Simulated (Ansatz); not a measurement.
A: InAs (zinc blende), a = b = c = 6.0869 Å, α = β = γ = 90.00°
B: Rb (bcc, W type), a = b = c = 5.575 Å, α = β = γ = 90.00°
C: Ta (bcc, W type), a = b = c = 3.2820 Å, α = β = γ = 90.00°
D: TaN (rock salt), a = 4.376 Å, b = 4.376 Å, c = 4.376 Å, α = 90.00°, β = 90.00°, γ = 90.00°
E: YN (rock salt), a = b = c = 4.856 Å, α = β = γ = 90.00°

Scan: energy against volume (even scaling of the relaxed cell, symmetry kept). One method and one kind of scan serve all of them; meshes and ranges differ. All were relaxed with their symmetry unable to fall. At this level the bands of InAs touch or barely overlap; measurements give the solid a gap. Spin-orbit coupling is left out. Ta is run without spin polarisation. TaN is run without spin polarisation. This is a high-temperature form of TaN. YN is run without spin polarisation.

Task: Rank these by bulk modulus (fitted) (lowest first), as PBEsol (plane waves to 420 eV, PAW, scalar-relativistic; Ansatz, a program for electronic structure) gives it.

Result: B (2.9 GPa), A (55.5 GPa), E (171 GPa), C (207 GPa), D (356 GPa)

(A scan under strain: stresses follow from slopes of the energy per volume, elastic moduli from its curvatures.)
